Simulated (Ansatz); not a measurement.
Level of theory: DFT, PBE+U (U_eff = 6 eV on X's open shell), scalar-relativistic, collinear spin; plane waves to 420 eV with PAW datasets (Ansatz 0.2.0), Γ-centred 8×8×4 mesh, 0.05 eV Gaussian smearing; PAW files: Ansatz's generated set soft_2.

A compound XZn3 has these computed properties.

```yaml
Space_group: Pm-3m (No. 221)
Conventional_cell: a = 4.309 Å, b = 4.309 Å, c = 4.309 Å, α = 90.00°, β = 90.00°, γ = 90.00°
Volume: 20.00 Å³/atom
Band_gap: zero (metallic)
Density_of_states_at_the_Fermi_level: about 0.7 states/(eV·atom)
Magnetic_state: antiferromagnetic
Site_spin_moments: X 7.32, -7.32 μB
Spin_moment_of_the_cell: 0.00 μB
Bader_charges: X 1.21; Zn -0.40 e
f_electrons_orthogonalised_atomic_orbitals: X 7.01
Bulk_modulus_Birch–Murnaghan: 59 GPa
Pressure_derivative_B0′: 4.4
```

Sites: X on 1a, Zn on 3c.

Which element is X?
A. Dy
B. Sm
C. Eu
D. Gd

D. X is Gd, so the compound is GdZn3.

The structure was built from a prototype; whether the compound forms in it isn't claimed.

These numbers lack spin–orbit coupling. The run wasn't fully tested for a lower electronic state. Site moments are of spin, integrated over atomic spheres.
